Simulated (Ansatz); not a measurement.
Relaxed-ion elastic tensor of Ta$_{2}$SiN in space group P6_3/mmc (No. 194; Si on 2d, Ta on 4f, N on 2a) in GPa (Voigt order), PBEsol in the plane-wave PAW code Ansatz; density 12.59 g/cm³, 13.33 Å³ per atom.

|  | 1 | 2 | 3 | 4 | 5 | 6 |
|---|---|---|---|---|---|---|
| 1 | 292 | 199 | 214 | 0.0 | 0.0 | 0.0 |
| 2 | 199 | 292 | 214 | 0.0 | 0.0 | 0.0 |
| 3 | 214 | 214 | 362 | 0.0 | 0.0 | 0.0 |
| 4 | 0.0 | 0.0 | 0.0 | 185 | 0.0 | 0.0 |
| 5 | 0.0 | 0.0 | 0.0 | 0.0 | 185 | 0.0 |
| 6 | 0.0 | 0.0 | 0.0 | 0.0 | 0.0 | 46.9 |

Problem. Is the crystal mechanically stable?

Solution. Yes: the smallest eigenvalue of C is 46.9 GPa.

Problem. Work out the Voigt, Reuss and Hill averages.

Solution. K_V = 245, K_R = 240, K_H = 242; G_V = 105, G_R = 70.8, G_H = 87.7 GPa.

Problem. Give Young's modulus, Poisson's ratio, Pugh's ratio and the universal anisotropy index.

Solution. E = 9KG/(3K + G) = 235 GPa; ν = 0.34; K/G = 2.76 (ductile by the Pugh limit of 1.75); A_U = 5G_V/G_R + K_V/K_R − 6 = 2.41.

Problem. Estimate the sound speeds and the Debye temperature.

Solution. v_l = √((K + 4G/3)/ρ) = 5340 m/s, v_t = √(G/ρ) = 2640 m/s, mean 2960 m/s; Θ = (h/k)(3n/4πV)^(1/3) v_m = 372 K.

Problem. Solve the Christoffel equation for the three sound speeds along x, y, z.

Solution. Eigenvalues of C_ijkl n_j n_l equal ρv². In km/s, slowest first: x 1.93, 3.83, 4.82; y 1.93, 3.83, 4.82; z 3.83, 3.83, 5.36.

Problem. How much does each axis shrink under pressure?

Solution. Linear compressibilities β_i = Σ_j S_ij (j = 1 to 3): x 1.7, y 1.7, z 0.72 per TPa.

The start of the workflow was typed in or built on a structure type; neither database checked (COD, Materials Project) lists it. Its standing as an ambient phase is unchecked. The PBEsol relaxation kept the symmetry of its start; whether a distortion lowers the energy is not shown. No spin polarisation was allowed. As this level gives no gap, shear constants depend on the k-mesh and smearing (Fermi–Dirac, 0.1 eV here). On the denser mesh and wider smearing of the elastic run this cell carries a stress of 0.4 GPa. Scalar-relativistic: spin–orbit coupling is off unless named, which matters more the heavier the elements.

Potentials: the earlier of the program's two PAW sets. The files were generated under PBE; for other functionals the program regenerates the frozen cores, and for LDA and PBEsol the local potential too.
